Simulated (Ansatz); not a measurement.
La₂MgNiO₆:
```
La2MgNiO6
1.0
    2.73045     1.57643     4.37520
   -2.73045     1.57643     4.37520
    0.00000    -3.15285     4.37520
La Mg Ni O
2 1 1 6
Direct
  0.75095   0.75095   0.75095
  0.24905   0.24905   0.24905
  0.50000   0.50000   0.50000
  0.00000   0.00000   0.00000
  0.76414   0.29173   0.18582
  0.23586   0.70827   0.81418
  0.18582   0.76414   0.29173
  0.81418   0.23586   0.70827
  0.29173   0.18582   0.76414
  0.70827   0.81418   0.23586
```

Relaxed with HSE06.

Problem. Give the Bader charges and basin volumes of the independent atoms, the program Ansatz at the HSE06 level (PAW).

Solution. 

| atom | Bader charge (e) | Bader volume (Å³) |
|---|---|---|
| La1 | +2.20 | 16.8 |
| Mg3 | +1.75 | 4.2 |
| Ni4 | +1.60 | 6.3 |
| O5 | -1.29 | 11.5 |

Space group R-3. The first step of the workflow began from a Materials Project structure, measured or hypothetical; the Crystallography Open Database copy checked does not list it. With Mg and Ni taken as one species the cell has the higher symmetry R-3c, so it may be an ordered model of a mixed-site phase. Whether it is the stable phase at ambient conditions was not checked. The HSE06 relaxation kept the symmetry of its start; whether a distortion lowers the energy is not shown. The run is not spin-polarised. Spin–orbit coupling is left out wherever it is not named.

Potentials: the later of the program's two PAW sets.
